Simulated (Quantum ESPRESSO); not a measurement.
## Kohn-Sham bands of TlI (CsCl type)

```yaml
crystal:
  lattice:
    - [4.23821, 0.00000, 0.00000]
    - [0.00000, 4.23821, 0.00000]
    - [0.00000, 0.00000, 4.23821]
  atoms:
    - { symbol: Tl, position: [0.00000, 0.00000, 0.00000] }
    - { symbol: I, position: [0.50000, 0.50000, 0.50000] }
```

Structure: Materials Project mp-23197, symmetrised, not relaxed again. COD (Crystallography Open Database) has the formula in 2 space groups, this one among them (matched by group alone). Method: PBEsol plane waves in Quantum ESPRESSO 7.5 (PseudoDojo norm-conserving files, 56 Ry, spinors with spin-orbit coupling), Bloch states on a 6×6×6 mesh through Γ, Wannier90 4.0.1. Density: 8×8×8 mesh, Gaussian smearing 0.01 Ry.

Energies are relative to the valence-band maximum; weights are on the orthonormalised atomic waves of the pseudopotential files, averaged over the group. 20 electrons a cell are treated as valence.

```tsv
bands	from (eV)	to (eV)	filling	weight on atomic waves
1–6	-11.79	-11.06	filled	[?]
7–12	-9.38	-9.22	filled	[?]
13–14	-5.58	-3.51	filled	[?]
15–20	-3.05	0.00	filled	[?]
```

**Question.** Which atomic shells make up each group?

**Answer.** 
- 1–6, weight on atomic waves: Tl 5d 67 %, I 5s 30 %
- 7–12, weight on atomic waves: Tl 5d 99 %
- 13–14, weight on atomic waves: Tl 6s 75 %, I 5p 17 %, Tl 6p 6 %
- 15–20, weight on atomic waves: I 5p 80 %, Tl 6p 12 %, Tl 6s 7 %

The Kohn-Sham gap over both meshes and the path is 0.79 eV.
